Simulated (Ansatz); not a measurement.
Rb:
```xyz
1
Lattice="0.0000 3.6277 3.6277 3.6277 0.0000 3.6277 3.6277 3.6277 0.0000" Properties=species:S:1:pos:R:3 pbc="T T T"
Rb     0.0000     0.0000     0.0000
```

Relaxed with r²SCAN. Special points in fractions of this cell's reciprocal vectors: Γ (0.000, 0.000, 0.000); X (0.500, 0.000, 0.500); U (0.625, 0.250, 0.625); K (0.375, 0.375, 0.750); L (0.500, 0.500, 0.500); W (0.500, 0.250, 0.750).

**Question.** List the band energies nearest the Fermi level at these points for DFT-r²SCAN in the program Ansatz with PAW potentials.

**Answer.** In eV from the Fermi level; about four levels below and three above (degenerate sets whole), none deeper than 8.9 eV; points with the same levels are listed once.

```csv
k,below,above
Γ,-2.01,3.99 3.99 3.99
X,–,0.75 1.40 2.04
U,–,1.07 1.52 1.53
L,–,0.29 0.58 3.75 3.75
W,–,1.24 1.63 1.63
```

Space group Fm-3m (fcc (Cu type)). The cell is a constructed one: a structure type filled with these elements; the Crystallography Open Database copy checked does not list it. It is not the phase usual at ambient conditions (space group No. 229). The cell was relaxed with r²SCAN under the symmetry of its start; its stability against distortions is not shown here. Spin–orbit coupling is left out wherever it is not named.

Potentials: the later of the program's two PAW sets.
